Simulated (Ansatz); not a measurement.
# Two states of HfVF6

```
CELL_PARAMETERS angstrom
0.00000 3.99914 3.99914
3.99914 0.00000 3.99914
3.99914 3.99914 0.00000
ATOMIC_POSITIONS crystal
F 0.24491 0.24491 0.75509
F 0.75509 0.75509 0.24491
F 0.75509 0.24491 0.24491
F 0.24491 0.75509 0.75509
F 0.24491 0.75509 0.24491
F 0.75509 0.24491 0.75509
V 0.50000 0.50000 0.50000
Hf 0.00000 0.00000 0.00000
```

Method: r2SCAN, with U_eff = 6.24 eV on V d (all-electron-ortho-atomic projectors); PAW, plane waves to 500 eV, 5×5×5 Γ-centred mesh, fermi-dirac occupations (width 0.1 eV) (Ansatz 0.2.0), atoms fixed.

State A: V7 up (collinear spin). State B: no moments (no spin polarisation).

**Question.** Compare the two self-consistent states.

**Answer.** State A is lower by 569.3 meV an atom at zero smearing; in free energy at this smearing B lies +561.7 meV an atom from A.

| state | free energy (meV/atom) | largest moment in a small sphere (μB) | net moment (μB/cell) | gap on mesh (eV) | pressure (GPa) | largest force (eV/Å) |
| --- | --- | --- | --- | --- | --- | --- |
| A | 0.0 | 2.27 | 3.00 | 5.43 | 8.5 | 0.32 |
| B | 561.7 | 0.00 | 0.00 | metal | 7.9 | 0.67 |

Origin: a database entry at a rescaled volume. Caveats: the state breaks the symmetry of the cell; odd electron count without spin polarisation, so a magnetic state may lie lower; the Fermi level lies in a narrow band between gaps, which spin or distortion may split.
